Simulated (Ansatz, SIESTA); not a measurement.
Given: the input of a run of Ansatz 0.2.0 on CsLiCr2Te2S3. The cell comes from a database or a generator and needn't be the stable form of this composition.

input.yaml

```yaml
crystal:
  lattice:
    - [3.60358, 0.0, 0.0]
    - [-1.80179, 3.12079, 0.0]
    - [0.0, 0.0, 19.06651]
  atoms:
    - { symbol: Cs, position: [0.0, 0.0, 0.37399] }
    - { symbol: Li, position: [0.66667, 0.33333, 0.01607] }
    - { symbol: Cr, position: [0.0, 0.0, 0.86637], spin: 3.0 }
    - { symbol: Cr, position: [0.33333, 0.66667, 0.16833], spin: 3.0 }
    - { symbol: Te, position: [0.33333, 0.66667, 0.53891] }
    - { symbol: Te, position: [0.66667, 0.33333, 0.77276] }
    - { symbol: S, position: [0.0, 0.0, 0.1003] }
    - { symbol: S, position: [0.33333, 0.66667, 0.9292] }
    - { symbol: S, position: [0.66667, 0.33333, 0.23408] }
hamiltonian:
  xc: pbe
  pseudopotentials: { kind: paw }
magnetization:
  spin_polarized: true
kpoints:
  mp_grid: { grid: [9, 9, 2] }
scf:
  occupations: { method: fermi_dirac, width: 0.05 }
output:
  forces: true
  stress: true
  eigenvalues: true
```

Potentials or basis: Ansatz PAW.

Run with:

```bash
$ ansatz run input.yaml --threads 8 --pin off --max-ram 20480MiB --backend cpu --events-out ev --progress --plain --runs-dir out
```

**Question.** Translate it to SIESTA 5.4.2. Potentials or basis there: files PseudoDojo sr-pbe-0.4.1-standard, DZP (energy shift 0.003 Ry; two zetas on semicore shells; d shell added on Cs).

**Answer.** As run (cutoffs and basis follow the program's own potentials, and thresholds, step limits or extra output files can differ):

CsLiCr2Te2S3.fdf

```
SystemName                      CsLiCr2Te2S3
SystemLabel                     CsLiCr2Te2S3
NumberOfSpecies                 5
NumberOfAtoms                   9
%block ChemicalSpeciesLabel
  1  55 Cs
  2   3 Li
  3  24 Cr
  4  52 Te
  5  16 S
%endblock ChemicalSpeciesLabel

LatticeConstant                 1.0 Ang
%block LatticeVectors
     3.6035800000     0.0000000000     0.0000000000
    -1.8017900000     3.1207900000     0.0000000000
     0.0000000000     0.0000000000    19.0665100000
%endblock LatticeVectors
AtomicCoordinatesFormat         Fractional
%block AtomicCoordinatesAndAtomicSpecies
     0.0000000000     0.0000000000     0.3739900000  1  Cs
     0.6666700000     0.3333300000     0.0160700000  2  Li
     0.0000000000     0.0000000000     0.8663700000  3  Cr
     0.3333300000     0.6666700000     0.1683300000  3  Cr
     0.3333300000     0.6666700000     0.5389100000  4  Te
     0.6666700000     0.3333300000     0.7727600000  4  Te
     0.0000000000     0.0000000000     0.1003000000  5  S
     0.3333300000     0.6666700000     0.9292000000  5  S
     0.6666700000     0.3333300000     0.2340800000  5  S
%endblock AtomicCoordinatesAndAtomicSpecies

%block kgrid.MonkhorstPack
    9   0   0  0.0
    0   9   0  0.0
    0   0   2  0.0
%endblock kgrid.MonkhorstPack
XC.Functional                   GGA
XC.Authors                      PBE
PAO.BasisSize                   DZP
PAO.EnergyShift                 0.003 Ry
Mesh.Cutoff                     800 Ry
Spin                            polarized
%block DM.InitSpin
    1   0.000
    2   0.000
    3   3.000
    4   3.000
    5   0.000
    6   0.000
    7   0.000
    8   0.000
    9   0.000
%endblock DM.InitSpin
OccupationFunction              FD
ElectronicTemperature           0.05 eV
MaxSCFIterations                200
SCF.MustConverge                false
SCF.Mixer.Method                Pulay
SCF.Mixer.Weight                0.1
SCF.Mixer.History               10
SCF.DM.Tolerance                5.0e-05
SCF.H.Tolerance                 1.0e-03 eV
WriteForces                     true
Charge.Mulliken                 end
Charge.Hirshfeld                end
Charge.Voronoi                  end
SaveRho                         true
SaveElectrostaticPotential      true
%block PAO.PolarizationScheme
  Li non-perturbative
%endblock PAO.PolarizationScheme
%block PAO.Basis
  Cs 5
  n=5 0 2
    4.696 0.000
  n=6 0 2
    9.500 0.000
  n=5 1 2
    5.738 0.000
  n=6 1 1
    9.500
  n=5 2 1
    7.000
  Li 3
  n=1 0 2
    2.782 0.000
  n=2 0 2
    9.500 0.000
  n=2 1 1
    9.500
  Cr 5
  n=3 0 2
    2.885 0.000
  n=4 0 2
    8.703 0.000
  n=3 1 2
    3.267 0.000
  n=4 1 1
    8.703
  n=3 2 2
    6.381 0.000
  Te 4
  n=5 0 2
    5.635 0.000
  n=5 1 2
    7.297 0.000
  n=4 2 2
    3.260 0.000
  n=5 2 1
    7.297
%endblock PAO.Basis
Diag.ParallelOverK              true
```

Potentials or basis: PseudoDojo 0.4 standard (PBE files), converted to PSML, two zetas on semicore shells, DZP (energy shift 0.003 Ry; two zetas on semicore shells; d shell added on Cs).

Run with:

```console
$ mpirun -n 4 siesta CsLiCr2Te2S3.fdf > CsLiCr2Te2S3.out 2>&1
```

Both were run:

|  | Ansatz | SIESTA |
| --- | --- | --- |
| Pressure | 0.0 GPa | 0.6 GPa |
| Net moment | 5.64 μB per cell | 5.65 μB per cell |

Ansatz's pressure holds a Pulay term of +0.02 GPa for its cutoff of 420 eV, which the other run lacks.

Where Ansatz's input types no cutoff or centring, it takes its own default and a Γ-centred mesh.

The magnetic state is the one that the start led to; the real crystal's order can differ.

Pressure is positive in compression.
